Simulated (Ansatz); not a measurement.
CsPbCl₃ (cubic perovskite)

```xyz
5
Lattice="5.6735 0.0000 0.0000 0.0000 5.6735 0.0000 0.0000 0.0000 5.6735" Properties=species:S:1:pos:R:3 pbc="T T T"
Cs     0.0000     0.0000     0.0000
Pb     2.8368     2.8368     2.8368
Cl     0.0000     2.8368     2.8368
Cl     2.8368     2.8368     0.0000
Cl     2.8368     0.0000     2.8368
```

In each cell atom 1 (Cs, nearest neighbour Cl at 4.012 Å; its periodic images, 5.7 Å or more away, move with it) moves by s·(1.000, 0.000, 0.000) (along Cartesian x), the rest being held.

Level of theory: r2SCAN (plane waves to 500 eV, PAW, scalar-relativistic; Ansatz, a first-principles code). k mesh 5×5×5 (Γ-centred), Fermi-Dirac smearing 0.05 eV. E stands for the smeared free energy. CsPbCl3 was relaxed with its symmetry unable to fall. Spin-orbit coupling is left out, though Pb is heavy. This is a high-temperature form of CsPbCl3. ΔE is measured from the undisplaced structure.

```
s (Å)   ΔE (meV/cell)
------  -------------
-0.800           96.9
-0.640       withheld
-0.480           24.1
-0.320            9.1
-0.160            2.0
0.000             0.0
0.160             2.0
0.320             9.1
0.480            24.1
0.640        withheld
0.800            96.9
```

Question: Fit an even polynomial form (powers 2, 4) to the given rows and predict ΔE at s = 0.640.

Answer: Least squares on the 9 given rows: ΔE = (77.88)·s² + (114.9)·s⁴, in meV/cell with s in Å; root-mean-square residual 0.06 meV/cell. At 0.640 the fit gives 51.2 meV/cell; the calculation gives 51.5 meV/cell, so the interpolation is off by -0.3 (-0.6 %). The quadratic term alone would give 31.9 meV/cell.

(A displaced cell: forces are minus the slopes of the energy, force constants its curvatures, and phonons follow from these.)
